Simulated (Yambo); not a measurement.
Yambo run on Cs2NaScF6 (space group Fm-3m, No. 225). The wavefunctions come from this Quantum ESPRESSO step (PBEsol, PseudoDojo standard norm-conserving files, scalar-relativistic):

```
&CONTROL
  calculation = 'nscf'
  pseudo_dir = './pseudo'
  outdir = './out'
/
&SYSTEM
  ibrav = 0
  nat = 10
  ntyp = 4
  ecutwfc = 88.0
  ecutrho = 352.0
  occupations = 'fixed'
  force_symmorphic = .true.
  nbnd = 344
/
&ELECTRONS
  conv_thr = 1e-08
  diago_full_acc = .true.
  diago_thr_init = 1e-08
/
ATOMIC_SPECIES
F 18.9984 F.upf
Na 22.9898 Na.upf
Sc 44.9559 Sc.upf
Cs 132.9055 Cs.upf
CELL_PARAMETERS angstrom
  0.000000000000   4.496450000000   4.496450000000
  4.496450000000   0.000000000000   4.496450000000
  4.496450000000   4.496450000000   0.000000000000
ATOMIC_POSITIONS crystal
F   0.771440000000   0.228560000000   0.228560000000
F   0.228560000000   0.771440000000   0.771440000000
F   0.228560000000   0.771440000000   0.228560000000
F   0.771440000000   0.228560000000   0.771440000000
F   0.228560000000   0.228560000000   0.771440000000
F   0.771440000000   0.771440000000   0.228560000000
Na   0.500000000000   0.500000000000   0.500000000000
Sc   0.000000000000   0.000000000000   0.000000000000
Cs   0.750000000000   0.750000000000   0.750000000000
Cs   0.250000000000   0.250000000000   0.250000000000
K_POINTS automatic
2 2 2 0 0 0
```

Yambo input:

```
rim_cut
gw0
dyson
el_el_corr
HF_and_locXC
ppa
em1d
RandQpts= 1000000
RandGvec= 1 Ry
EXXRLvcs= 88 Ry
VXCRLvcs= 352 Ry
Chimod= "HARTREE"
% BndsRnXp
 3 | 342 |
%
NGsBlkXp= 8 Ry
% LongDrXp
 1.0 | 1.0 | 1.0 |
%
PPAPntXp= 27.2114 eV
% GbndRnge
 1 | 342 |
%
GTermKind= "BG"
DysSolver= "n"
ExtendOut
% QPkrange
 1 | 1 | 40 | 41 |
 2 | 2 | 40 | 41 |
 3 | 3 | 40 | 41 |
%
```

k points by index: 1 = Γ, 2 = L, 3 = X.

Table of the .qp output:

```
#    K-point    Band    Eo [eV]    E [eV]    E-Eo [eV]    Vxc [eV]    Vnlxc [eV]    Sc|Eo [eV]    Sc|E [eV]    dSc/dw|Eo [eV]    Re(Z)    Im(Z)
#
    1    40    0.000000    -2.175746    -2.175746    -22.15303    -29.93939    5.061152    5.610618    -6.871509    0.798386    -0.001268
    1    41    6.843415    9.652108    2.808693    -18.25344    -10.20604    -4.653083    -5.238703    -5.673268    0.827477    -0.001403
    2    40    -0.089561    -2.273635    -2.184074    -21.71335    -29.35814    4.916030    5.460716    -6.785759    0.800400    -0.001266
    2    41    6.897596    9.721124    2.823529    -18.46165    -10.39314    -4.650496    -5.244975    -5.728820    0.826082    -0.001469
    3    40    -0.009726    -2.186376    -2.176649    -22.11692    -29.89186    5.049550    5.598298    -6.859681    0.798664    -0.001253
    3    41    6.886765    9.742278    2.855512    -18.40448    -10.19858    -4.748776    -5.350388    -5.732622    0.825986    -0.001469
```
(The two width columns are left out.) Convergence of these settings isn't established.

Geometry of the Materials Project entry, not relaxed at this level.

The structure is a Materials Project entry; no match was found in the copy of COD used, and its stability was not checked.
